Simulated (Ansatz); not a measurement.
TiCuSi in space group Pnma (No. 62; Ti on 4c, Si on 4c, Cu on 4c), DFT-r²SCAN in the program Ansatz with PAW potentials, all energies at zero smearing, with the estimated change up to a 700 eV cutoff added, with one set of potentials and settings (totals compare only within such a set). Cell of 12 atoms (4 Ti, 4 Si, 4 Cu): -39105.631 eV.

```csv
element,reference phase,E (eV/atom)
Ti,"P6/mmm, 3 atoms in the cell",-2504.3896
Si,"Fd-3m, 2 atoms in the cell",-639.0667
Cu,"Fm-3m, 1 atoms in the cell",-6631.2396
```

Formation energy per atom, worked out: (-39105.631 − 4×(-2504.3896) − 4×(-639.0667) − 4×(-6631.2396))/12 = -0.571 eV/atom (-55 kJ per mol of atoms), at 0 K, without zero-point energy or fitted corrections.

The workflow started from a Materials Project entry (that database holds measured and hypothetical structures alike); the Crystallography Open Database copy checked does not list it. Whether it is the stable phase at ambient conditions was not checked. The cell was relaxed with r²SCAN under the symmetry of its start; its stability against distortions is not shown here. The run is not spin-polarised. The references are the lowest solids computed at this level, not always the standard phases.

Potentials: the later of the program's two PAW sets.
